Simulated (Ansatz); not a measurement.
GaN:
```
CELL_PARAMETERS angstrom
      3.15092     0.00000     0.00000
     -1.57546     2.72878     0.00000
      0.00000     0.00000    10.28298
ATOMIC_POSITIONS crystal
  Ga 0.00000 0.00000 0.00044
  Ga 0.00000 0.00000 0.50044
  Ga 0.66667 0.33333 0.75021
  Ga 0.33333 0.66667 0.25021
  N  0.00000 0.00000 0.81257
  N  0.00000 0.00000 0.31257
  N  0.66667 0.33333 0.56241
  N  0.33333 0.66667 0.06241
```

Tensor components refer to the Cartesian frame of this cell.

Give the high-frequency dielectric tensor and the Born effective charge tensors of the independent atoms from DFPT, LDA (plane waves, PAW; program Ansatz).


ε∞:
```
5.70  0.00  0.00
0.00  5.70  0.00
0.00  0.00  5.80
```
Z* of atom 1 (Ga), rows: field, columns: displacement, in e:
```
2.60  0.00  0.00
0.00  2.60  0.00
0.00  0.00  2.74
```
Z* of atom 3 (Ga), rows: field, columns: displacement, in e:
```
2.62  0.00  0.00
0.00  2.62  0.00
0.00  0.00  2.61
```
Z* of atom 5 (N), rows: field, columns: displacement, in e:
```
-2.60   0.00   0.00
 0.00  -2.60   0.00
 0.00   0.00  -2.70
```
Z* of atom 7 (N), rows: field, columns: displacement, in e:
```
-2.62   0.00   0.00
 0.00  -2.62   0.00
 0.00   0.00  -2.65
```

Space group P6_3mc. A made-up cell: these elements were put on the sites of a structure type. Its sites differ from those of the usual phase in this space group: another stacking or structure type. Symmetry was held in the LDA relaxation; whether a distortion lowers the energy is not shown. Scalar-relativistic: spin–orbit coupling is off unless named, which matters more the heavier the elements.

Potentials: the later of the program's two PAW sets.
